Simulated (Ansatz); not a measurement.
Total density of states per atom from plane-wave PAW r²SCAN (Ansatz code), in 0.25 eV bins, energy from the valence-band maximum:

```
E (eV) | states/eV/atom
    -7.85 | ############################## 2.18
    -7.60 | ###### 0.46
    -7.35 |  0.00
    -7.10 |  0.00
    -6.85 |  0.00
    -6.60 |  0.00
    -6.35 |  0.00
    -6.10 |  0.00
    -5.85 |  0.00
    -5.60 |  0.00
    -5.35 |  0.00
    -5.10 |  0.00
    -4.85 |  0.00
    -4.60 |  0.00
    -4.35 |  0.00
    -4.10 | #################### 1.44
    -3.85 | ############# 0.94
    -3.60 | ###### 0.46
    -3.35 | #### 0.29
    -3.10 | ### 0.22
    -2.85 | ## 0.16
    -2.60 | ## 0.13
    -2.35 | ########## 0.74
    -2.10 | ############ 0.84
    -1.85 | ############## 1.02
    -1.60 | ################# 1.21
    -1.35 | ################ 1.15
    -1.10 | ################ 1.14
    -0.85 | ############### 1.11
    -0.60 | ######### 0.66
    -0.35 | ##### 0.38
    -0.10 | ## 0.12
     0.15 |  0.00
     0.40 |  0.00
     0.65 |  0.00
     0.90 |  0.00
     1.15 |  0.00
     1.40 |  0.00
     1.65 |  0.01
     1.90 |  0.02
     2.15 | # 0.04
     2.40 | ## 0.17
     2.65 | ##### 0.33
     2.90 | ##### 0.40
     3.15 | ########### 0.81
     3.40 | ################## 1.28
     3.65 | ########## 0.75
     3.90 | ####### 0.48
     4.15 | ###### 0.44
     4.40 | ##### 0.37
     4.65 | ####### 0.48
     4.90 | ########### 0.82
     5.15 | ############### 1.07
     5.40 | ######### 0.64
     5.65 | ####### 0.48
     5.90 | ################ 1.17
```

Question: Which compound is it?
A. BaCd2, Imma (Ba on 4e, Cd on 8h)
B. CdTe, zinc blende
C. GdZn, CsCl type
D. Cu, β-Sn type

Answer: B, CdTe, zinc blende. Top 1 eV of the valence band: Te 5p 92 %. Bottom 1 eV of the conduction band: Cd 5s 57 %, Te 5p 22 %, Te 5s 18 %. Projections are on Löwdin-orthogonalised atomic valence shells; empty p or d shells of many metals are not among them.

Space group F-43m (zinc blende). The cell was relaxed with r²SCAN under the symmetry of its start. Scalar-relativistic: spin–orbit coupling is off unless named, which matters more the heavier the elements.

Potentials: the later of the program's two PAW sets.
